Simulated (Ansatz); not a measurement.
A relaxed cell of Ga4AsP3 is given with its symmetry left out. The cell was found from a structure generator's guess, not taken from experiment.

These are results of Ansatz, DFT PBE, scalar-relativistic, plane waves, PAW, not measurements. Cutoff 420 eV, Γ-centred mesh, Gaussian smearing, no spin polarisation.

```
Ga P As
1.0
     3.93467    0.00000    0.00000
     0.00000    3.93467    0.00000
     0.00000    0.00000   11.12960
Ga P As
4 3 1
Direct
  0.50000 0.00000 0.86796
  0.00000 0.50000 0.62257
  0.50000 0.00000 0.37743
  0.00000 0.50000 0.13204
  0.00000 0.00000 0.50000
  0.50000 0.50000 0.25466
  0.50000 0.50000 0.74534
  0.00000 0.00000 0.00000
```

The zero of energy is the elements' standard structures at the same level; no fitted shifts are applied. The references include black phosphorus.

**Question.** Find its symmetry and describe it.

**Answer.** P-4m2 (No. 115), with P and As ordered on zinc blende sites. Conventional cell: a = 3.935 Å, c = 11.130 Å. Ga on its first site is surrounded by 2 P at 2.39 Å and 2 As at 2.46 Å; around Ga on its second site lie 4 P at 2.39–2.40 Å; P on a site of symmetry -4m2 has 4 Ga at 2.39 Å; around As lie 4 Ga at 2.46 Å; 1 more site not described.

**Question.** How far does it lie from the elements in energy?

**Answer.** −0.406 eV/atom. Whether it is stable depends on the other phases of the system, which aren't compared here.

**Question.** Is it a metal?

**Answer.** No, the gap on the 8×8×4 mesh is 1.16 eV.

The last run used an 8×8×4 mesh (in the run's order of axes) for its 8-atom cell and Gaussian smearing of 0.02 eV. Kohn–Sham gaps at this level usually fall short of measured ones. The reference forms of As and P are held partly by dispersion forces, which this level lacks. A later test with randomly moved atoms came back to the same energy, though modes that don't fit the test's cell weren't probed.
